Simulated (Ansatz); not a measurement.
PRu (CsCl type, Pm-3m), a = 2.9154 Å, b = 2.9154 Å, c = 2.9154 Å, α = 90.00°, β = 90.00°, γ = 90.00°.

Relaxed with PBEsol.

Problem. Decompose the optical modes at the zone centre into irreducible representations, and say which are infrared and Raman allowed.

Solution. Point group m-3m: Γ_opt = T1u. Infrared: T1u. Raman: none.

Problem. Assign frequencies (DFPT, PBEsol (plane waves, PAW; program Ansatz)).

Solution. T1u 180 cm⁻¹.

The cell is a constructed one: a structure type filled with these elements; neither database checked (COD, Materials Project) lists it. Its standing as an ambient phase is unchecked. The cell was relaxed with PBEsol under the symmetry of its start; whether a distortion lowers the energy is not shown. No spin polarisation was allowed. As this level gives no gap, phonon frequencies hold no LO–TO term and depend on the k-mesh and smearing (Fermi–Dirac, 0.1 eV here).

Potentials: the earlier of the program's two PAW sets. The files were generated under PBE; for other functionals the program regenerates the frozen cores, and for LDA and PBEsol the local potential too.
